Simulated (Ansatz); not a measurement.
Trial structure of Al3P2, not yet relaxed:

```cif
data_structure
_symmetry_space_group_name_H-M 'P 1'
_symmetry_Int_Tables_number 1
_cell_length_a 3.9128
_cell_length_b 3.9128
_cell_length_c 6.3463
_cell_angle_alpha 90.000
_cell_angle_beta 90.000
_cell_angle_gamma 90.000
_cell_volume 97.16
loop_
_atom_site_label
_atom_site_type_symbol
_atom_site_fract_x
_atom_site_fract_y
_atom_site_fract_z
_atom_site_occupancy
Al1 Al 0.50000 0.50000 0.00000 1
Al2 Al 0.00000 0.00000 0.22975 1
Al3 Al 0.00000 0.00000 0.77025 1
P1 P 0.00000 0.50000 0.50000 1
P2 P 0.50000 0.00000 0.50000 1
```

Computed with DFT PBE, scalar-relativistic, plane waves, PAW in Ansatz. Settings: cutoff 420 eV, Γ-centred mesh 4×4×4 on the computed 5-atom cell, Gaussian smearing of 0.10 eV; no spin polarisation.

Energies over the elements count from the elements' standard structures at the same level, with no fitted energy shifts. The references include black phosphorus.

Problem. What does a single point on this coarse mesh give?

Solution. The pressure is -4.3 GPa (the mean over three directions, positive in compression), the largest force is 0.55 eV/Å, and the energy is +0.33 eV/atom against the elements. The shortest distance is 2.60 Å.

Problem. How much does it gain on relaxing, and where does it end?

Solution. Relaxing gains about 0.15 eV/atom (the start's value is from the coarse mesh, so the gain is rough) in 32 ionic steps and ends at +0.18 eV/atom on the finer mesh. The symmetry stays P4/mmm (No. 123). The volume per atom shrinks by 12.2 %, from 19.4 to 17.1 Å³. The shortest distance goes from 2.60 Å (Al–P) to 2.43 Å (P–P). The ratio c/a of the conventional cell changes by a factor of 1.30. Conventional cell: a = 3.430 Å, c = 7.246 Å. Al on a site of symmetry 4/mmm has 8 Al at 2.87 Å; around Al on a site of symmetry 4mm lie 4 P at 2.70 Å, 4 Al at 2.87 Å, 1 Al at 3.07 Å and 4 Al at 3.43 Å; P has 4 P at 2.43 Å and 4 Al at 2.70 Å.

The last run used a 12×12×6 mesh (in the run's order of axes) for its 5-atom cell and Gaussian smearing of 0.10 eV. An odd number of electrons in the primitive cell allows no gap without spin; a larger cell or a magnetic state could open one. The cell is a metal run without spin; a magnetic state may lie lower. The reference form of P is held partly by dispersion forces, which this level lacks. The relaxation can't lower the symmetry of the start. A structure relaxed within its symmetry needn't be a true minimum. Another cell of Al3P2 relaxed alike, in R-3m, lies 0.43 eV/atom lower, so this cell isn't the stable form at this level.
